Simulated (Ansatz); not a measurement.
Sn (beta-Sn type, space group I4_1/amd)

```xyz
2
Lattice="-2.9735 2.9735 1.6062 2.9735 -2.9735 1.6062 2.9735 2.9735 -1.6062" Properties=species:S:1:pos:R:3 pbc="T T T"
Sn     0.0000     2.9735     0.8031
Sn     0.0000     0.0000     0.0000
```

In this cell atom 2 (Sn, nearest neighbour Sn at 3.080 Å; its periodic images, 3.2 Å or more away, move with it) is moved by s towards the nearest neighbour, unit vector (-0.965, 0.000, -0.261); all other atoms and the cell stay fixed.

Method: PBE (plane waves to 420 eV, PAW, scalar-relativistic; Ansatz, a first-principles code). k mesh 13×13×13 (Γ-centred), Fermi-Dirac smearing 0.05 eV. The energy includes the smearing's −TS. With partly filled bands, energies and forces of such displacements shift with the k mesh and the smearing. Sn was relaxed with its symmetry unable to fall. The zero of ΔE is the undisplaced structure.

The scan covers s from -0.620 to 0.620 Å in 11 points.

Problem. Is the energy the same for displacements of ±0.620 Å, and if not, which side lies higher?

Solution. Not even: the positive side lies higher at ±0.620 Å. With its periodic images moving along, the atom's site symmetry in this cell is -4m2.

Problem. What force acts on the atom along the line at s = -0.620 Å?

Solution. 2.63 eV/Å.

Problem. What is the energy change at s = 0.620 Å?

Solution. 1057 meV/cell.

Problem. What is the force constant k = d²E/ds² of this move at s = 0?

Solution. 3.01 eV/Å².

(A displaced cell: forces are minus the slopes of the energy, force constants its curvatures, and phonons follow from these.)
